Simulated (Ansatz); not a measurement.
## RuAu: changing spin-orbit coupling

It takes space group Pm-3m (No. 221, cubic). The conventional cell has a = 3.165 Å, b = 3.165 Å, c = 3.165 Å, α = 90.00°, β = 90.00°, γ = 90.00°. Ru (site symmetry m-3m) has 8 Au at 2.74 Å as nearest neighbours. Au (site symmetry m-3m) has 8 Ru at 2.74 Å as nearest neighbours.

The cell comes from a database or a generator and needn't be the stable form of this composition.

Kept alike: task band structure; functional PBEsol; k mesh 8 × 8 × 8; occupations fermi-dirac, width 0.05 eV. Program: Ansatz, Ansatz PAW, cutoff 420 eV. The mesh is that of the run's cell of 2 atoms.

```csv
spin-orbit coupling,pressure (GPa)
off,-8.83
on,-9.74
```

Pressure is positive in compression, with a Pulay correction for the finite cutoff. For a metal such a mesh leaves the last digits unconverged. All rows use potentials made for PBE.

Task: What does spin-orbit coupling change here?

Result: The pressure runs from -9.74 (on) to -8.83 GPa (off).
